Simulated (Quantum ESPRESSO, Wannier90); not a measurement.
BaTiO3 (cubic perovskite), plane waves to Wannier functions

```xyz
5
Lattice="4.0077 0.0000 0.0000 0.0000 4.0077 0.0000 0.0000 0.0000 4.0077" Properties=species:S:1:pos:R:3 pbc="T T T"
Ba     2.0038     2.0038     2.0038
Ti     0.0000     0.0000     0.0000
O      2.0038     0.0000     0.0000
O      0.0000     2.0038     0.0000
O      0.0000     0.0000     2.0038
```

Materials Project entry mp-2998; symmetrised, unrelaxed at this level. COD (Crystallography Open Database) records the formula in this space group. Ideal cubic forms of this type are often high-temperature phases that distort on cooling; symmetry holds the cell here, and its stability was not tested. Level: PBEsol, no spin polarisation, no spin-orbit coupling; pw.x of Quantum ESPRESSO at 68 Ry with PseudoDojo potentials, 8×8×8 k-points, Wannier90. Density: 8×8×8 mesh, cold smearing 0.01 Ry. Spin-orbit coupling is left out although heavy elements are present.

A tight-binding model is made by disentanglement and projection with no localisation steps (num_iter = 0), so the 14 orbitals stay atom-like: hydrogen-like Ti: d; O: p, axes along x, y, z; frozen window up to 3.28 eV relative to the valence-band maximum. It follows pw.x to 0.4 meV rms for states up to 2.8 eV relative to the valence-band maximum. Matrix elements depend on this choice of orbitals and windows.

Q: What are the on-site energies relative to the valence-band maximum, and how fast do the hoppings decay?

A: 
| atom | orbitals | energy (eV) |
|---|---|---|
| Ti2 | dz2 dx2-y2 | 3.72 |
| Ti2 | dxz dyz dxy | 2.25 |
| O3 | pz py | -1.16 |
| O3 | px | -1.48 |
| O4 | pz px | -1.16 |
| O4 | py | -1.48 |
| O5 | pz | -1.48 |
| O5 | px py | -1.16 |

```csv
distance of the centres (Å),largest modulus (eV)
2–3,2.2
4–5,0.11
5–6,0.11
6–7,0.024
7–8,0.0035
8–9,0.0066
9–10,0.0013
10–11,0.00100
11–12,0.0013
12–13,0.00068
```
